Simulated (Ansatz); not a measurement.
Cr:
```
Cr
1.0
    0.00000     2.54685     2.54685
    2.54685     0.00000     2.54685
    2.54685     2.54685     0.00000
Cr
2
Cartesian
  0.00000   0.00000   0.00000
  1.27343   1.27343   1.27343
```

Relaxed with PBE. Special points in fractions of this cell's reciprocal vectors: Γ (0.000, 0.000, 0.000); X (0.500, 0.000, 0.500); U (0.625, 0.250, 0.625); K (0.375, 0.375, 0.750); L (0.500, 0.500, 0.500); W (0.500, 0.250, 0.750).

Q: List the band energies nearest the Fermi level at these points for DFT-PBE in the program Ansatz with PAW potentials.

A: In eV from the Fermi level; about four levels below and three above (degenerate sets whole), none deeper than 8.9 eV; points with the same levels are listed once.

| k | below | above |
|---|---|---|
| Γ | -1.53 -1.53 -1.06 -1.06 -1.06 | 1.08 1.08 1.08 |
| X | -0.98 -0.98 -0.10 -0.10 | 0.77 0.77 3.01 3.01 |
| U | -2.27 -1.29 -0.67 -0.25 | 0.27 0.37 0.68 |
| L | -1.43 -1.43 -1.08 -1.08 -0.04 | 1.83 1.83 2.78 2.78 |
| W | -0.64 -0.64 -0.03 -0.03 | 0.29 0.29 3.31 3.31 |

Space group Fd-3m (diamond). The start of the workflow was typed in or built on a structure type; neither database checked (COD, Materials Project) lists it. It is not the phase usual at ambient conditions (space group No. 229). The cell was relaxed with PBE under the symmetry of its start; its stability against distortions is not shown here. The workflow began spin-polarised and lost its moments.

Potentials: the later of the program's two PAW sets.
